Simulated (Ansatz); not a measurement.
Nb2InC in space group P6_3/mmc (No. 194; Nb on 4f, In on 2d, C on 2a) under volume change, r²SCAN in the plane-wave PAW code Ansatz, shape and atoms relaxed at each volume.

```tsv
V (Å³/atom)	E − E(relaxed) (meV/atom)	P (GPa)
14.392	81.9	20.14
14.867	34.2	12.27
15.341	8.0	5.60
15.816	0.0	0.01
16.290	7.0	-4.61
16.765	26.6	-8.50
17.239	56.7	-11.72
```

Q: What does a third-order Birch–Murnaghan fit give for V₀, B₀ and B′?

A: V₀ = 15.82 Å³/atom, B₀ = 169 GPa, B′ = 4.9.

The workflow started from a Materials Project entry (that database holds measured and hypothetical structures alike); the Crystallography Open Database copy checked does not list it. Whether it is the stable phase at ambient conditions was not checked. Symmetry was held in the r²SCAN relaxation; whether a distortion lowers the energy is not shown. No spin polarisation was allowed.

Potentials: the later of the program's two PAW sets.
